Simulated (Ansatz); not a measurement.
## What DFT gives for SrTl₂Pd

```
Tl Pd Sr
1.0
     4.50138    0.00000    0.00000
     2.25069   -5.51059    0.00000
     0.00000    0.00000   -8.15775
Tl Pd Sr
4 2 2
Direct
  0.14675 0.70650 0.44842
  0.85325 0.29350 0.94842
  0.85325 0.29350 0.55158
  0.14675 0.70650 0.05158
  0.28169 0.43662 0.75000
  0.71831 0.56338 0.25000
  0.43484 0.13032 0.25000
  0.56516 0.86968 0.75000
```

Method: r2SCAN, no spin polarisation; PAW, plane waves to 500 eV, 8×8×4 Γ-centred mesh, gaussian occupations (width 0.2462 eV) (Ansatz 0.2.0), atoms fixed.

**Question.** Are the atoms at rest?

**Answer.** Nearly at rest: the largest force is 0.037 eV/Å.

**Question.** Metal or insulator?

**Answer.** It is a metal, with about 3.7 states/eV a cell as the mean within 0.25 eV of the Fermi level, mostly Tl p (68 %).

**Question.** Describe some of the short contacts.

**Answer.** Tl–Pd at 2.87 Å: least valence density 0.27 e/Å³ and ELF 0.24 there. Pd–Sr at 3.12 Å: least valence density 0.14 e/Å³ and ELF 0.09 there. Tl–Tl at 3.24 Å: least valence density 0.17 e/Å³ and ELF 0.24 there. These are pseudo-fields; inside the PAW spheres they differ from the all-electron ones.

**Question.** Is the cell too large or too small?

**Answer.** The pressure is 1.2 GPa (compression positive), so with the atoms held at these fractions the cell would first expand.

**Question.** Is it stable against the elements?

**Answer.** -0.49 eV an atom against the elements' usual phases (free molecules for gases, crystals otherwise, with no correction for O₂ or N₂), so it is bound against them; other compounds may still compete. Relaxing would lower it.

Origin: a database entry at a rescaled volume. Caveats: wide smearing.
